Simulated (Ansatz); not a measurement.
## Field gradients at the nuclei in GaCuCCl₄O

The cell is a refined structure from the COD, its atoms then relaxed with PBE in this cell.

```yaml
crystal:
  lattice:
    - [6.87690, 0.00000, 0.00000]
    - [0.52223, 6.99604, 0.00000]
    - [3.07419, 1.14491, 8.12192]
  atoms:
    - { symbol: Ga, position: [0.20757, 0.75749, 0.76428] }
    - { symbol: Ga, position: [0.79243, 0.24251, 0.23572] }
    - { symbol: Cu, position: [0.02197, 0.73550, 0.22150] }
    - { symbol: Cu, position: [0.97803, 0.26450, 0.77850] }
    - { symbol: C, position: [0.28274, 0.77582, 0.21448] }
    - { symbol: C, position: [0.71726, 0.22418, 0.78552] }
    - { symbol: Cl, position: [0.92129, 0.75698, 0.98921] }
    - { symbol: Cl, position: [0.07871, 0.24302, 0.01079] }
    - { symbol: Cl, position: [0.78367, 0.95544, 0.38685] }
    - { symbol: Cl, position: [0.21633, 0.04456, 0.61315] }
    - { symbol: Cl, position: [0.84503, 0.45391, 0.38263] }
    - { symbol: Cl, position: [0.15497, 0.54609, 0.61737] }
    - { symbol: Cl, position: [0.48761, 0.69167, 0.82097] }
    - { symbol: Cl, position: [0.51239, 0.30833, 0.17903] }
    - { symbol: O, position: [0.43969, 0.81228, 0.21812] }
    - { symbol: O, position: [0.56031, 0.18772, 0.78188] }
```

Atom numbers follow the list; atoms alike are taken as one site, whose name carries the number of the first.

The numbers come from a DFT calculation in Ansatz (PBE, plane waves and PAW, scalar-relativistic, 420 eV cutoff, Γ-centred 3×3×3 k-points, Fermi–Dirac smearing 0.02 eV).

Conventions: |V_zz| ≥ |V_yy| ≥ |V_xx|, η = (V_xx − V_yy)/V_zz, C_Q = eQV_zz/h. Directions are in the Cartesian axes of the cell vectors above, for the atom listed; none is given where the gradient is under 0.02 or η is above 0.95.

```csv
site,first atom,first shell,V_zz (10²¹ V/m²),η,"direction of V_zz (x, y, z)"
Ga,1,4 Cl at 2.15–2.24 Å,-4.31,0.27,0.94 -0.23 0.25
Cu,3,"1 C at 1.81 Å, 3 Cl at 2.35–2.41 Å; also 1 O at 2.95 Å",-3.27,0.16,0.99 0.11 -0.02
C,5,"1 O at 1.14 Å, 1 Cu at 1.81 Å, angle 174°",-7.03,0.00,0.98 0.22 0.02
Cl7,7,"1 Ga at 2.24 Å, 1 Cu at 2.35 Å, angle 109°",15.58,0.70,-0.40 0.11 0.91
Cl9,9,"1 Ga at 2.22 Å, 1 Cu at 2.41 Å, angle 109°",16.93,0.68,-0.17 0.89 -0.42
Cl11,11,"1 Ga at 2.23 Å, 1 Cu at 2.38 Å, angle 114°",16.81,0.66,0.44 0.82 0.37
Cl13,13,1 Ga at 2.15 Å,21.4,0.05,0.96 -0.19 0.20
O,15,1 C at 1.14 Å; also 1 Cu at 2.95 Å,-4.11,0.07,0.98 0.21 0.01
```

At Cl9 and Cl11 V_zz points along the shorter of its two bonds, to Ga (within 11°) in each case. At Cu V_zz points along its shortest bond, to C (within 3°). At C V_zz points along the shorter of its two bonds, to O (within 1°).

The database entry as given showed forces above 3 eV/Å or a pressure above 30 GPa, though relaxing it moves no atom far.

The relaxation (8 steps) took 3 min of wall time (3 min of CPU time) and 0.91 GiB at its peak, on 1 thread of AMD EPYC 7R32 (Zen 2) (x86_64; 4 cores open to the job, memory cap 3.0 GiB, no GPU), a shared host with a load of 0.4 a core.
